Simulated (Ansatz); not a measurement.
The relaxed structure here is a generated cell of B: the first start was made by placing the elements on the sites of a structure type, and the end was not matched to a known phase here, so it may be hypothetical.

A relaxed cell of B (R-3m (No. 166)), relaxed on a k-mesh at least as fine as the one used below. All values below come from r2SCAN (plane waves to 500 eV, PAW, scalar-relativistic; Ansatz, a first-principles code). Γ-centred k-mesh 17×17×17 on the run's cell (coarser than for final values), Fermi–Dirac smearing 0.05 eV.

```xyz
2
Lattice="2.3882 1.3788 2.5850 0.0000 1.3788 2.5850 0.0000 -1.3788 1.2925" Properties=species:S:1:pos:R:3 pbc="T T T"
B      0.0000     0.0000     1.9388
B      1.1941     0.6894     3.2313
```

The atoms are displaced along an unstable phonon of this cell by (Å):

| atom | ux | uy | uz |
|---|---|---|---|
| B1 | 0.000 | -0.137 | 0.061 |
| B2 | 0.000 | 0.137 | -0.061 |

Q: What forces (eV/Å) and pressure result?

A: 
```json
[
 {"atom": "B1", "Fx": "0.00", "Fy": "-0.32", "Fz": "0.13"},
 {"atom": "B2", "Fx": "0.00", "Fy": "0.32", "Fz": "-0.13"}
]
```

Pressure -4.7 GPa.

Q: Estimate the energy cost of the displacement in the harmonic approximation and compare with the calculation.

A: For a harmonic well ΔE = −½ Σ F·u = -0.052 eV a cell, or -26 meV/atom. The calculated energy relative to the undisplaced cell is -0.05 eV/atom, so anharmonic terms matter at this amplitude.

The undisplaced cell is probably no minimum: from this displacement the run went on to Pmmn (No. 59), 0.66 eV/atom below it.

No spin polarisation in the result. The relaxed primitive cell holds an odd number of electrons. A magnetic state may lie lower.
